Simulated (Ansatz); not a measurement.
Relaxed-ion elastic tensor of Na$_{3}$Cl in space group P4/mmm (No. 123; Na on 1b, Na on 2h, Cl on 1a) in GPa (Voigt order), PBEsol in the plane-wave PAW code Ansatz; density 1.50 g/cm³, 28.92 Å³ per atom.

```
35.8   1.5   4.4   0.0   0.0   0.0
 1.5  35.8   4.4   0.0   0.0   0.0
 4.4   4.4  22.0   0.0   0.0   0.0
 0.0   0.0   0.0   4.0   0.0   0.0
 0.0   0.0   0.0   0.0   4.0   0.0
 0.0   0.0   0.0   0.0   0.0  -0.6
```

Q: Is the crystal mechanically stable?

A: On the edge, within the error: the smallest eigenvalue of C is -0.6 GPa.

The first step of the workflow began from a Materials Project structure, measured or hypothetical; the Crystallography Open Database copy checked does not list it. Whether it is the stable phase at ambient conditions was not checked. Symmetry was held in the PBEsol relaxation; of distortions, only those at the zone centre were tested. As this level gives no gap, shear constants depend on the k-mesh and smearing (Fermi–Dirac, 0.1 eV here).

Potentials: the later of the program's two PAW sets.
